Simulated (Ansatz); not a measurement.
Mg₅CdO₆ (P4/mmm) at 2 levels of theory

One geometry, relaxed with PBE; plane waves with PAW potentials in Ansatz, scalar-relativistic. No spin polarisation. Gaps are the least over mesh and band path; pressure is positive in compression.

```yaml
crystal:
  lattice:
    - [3.09663, 0.00000, 0.00000]
    - [0.00000, 3.09663, 0.00000]
    - [0.00000, 0.00000, 13.12088]
  atoms:
    - { symbol: Mg, position: [0.00000, 0.00000, 0.00000] }
    - { symbol: Mg, position: [0.50000, 0.50000, 0.15877] }
    - { symbol: Mg, position: [0.00000, 0.00000, 0.32003] }
    - { symbol: Mg, position: [0.00000, 0.00000, 0.67997] }
    - { symbol: Mg, position: [0.50000, 0.50000, 0.84123] }
    - { symbol: Cd, position: [0.50000, 0.50000, 0.50000] }
    - { symbol: O, position: [0.00000, 0.00000, 0.15937] }
    - { symbol: O, position: [0.50000, 0.50000, 0.31718] }
    - { symbol: O, position: [0.00000, 0.00000, 0.50000] }
    - { symbol: O, position: [0.50000, 0.50000, 0.68282] }
    - { symbol: O, position: [0.00000, 0.00000, 0.84063] }
    - { symbol: O, position: [0.50000, 0.50000, 0.00000] }
```

| level | cutoff (eV) | k mesh | gap (eV) | pressure (GPa) |
| --- | --- | --- | --- | --- |
| PBE | 420 | 10×10×2 | 1.41 | 0.0 |

Problem. What comes out on the same cell with r2SCAN?

Solution.
| level | cutoff (eV) | k mesh | gap (eV) | pressure (GPa) |
| --- | --- | --- | --- | --- |
| r2SCAN | 500 | 10×10×2 | 2.00 | -5.1 |

The cell was found from a structure generator's guess, not taken from experiment.
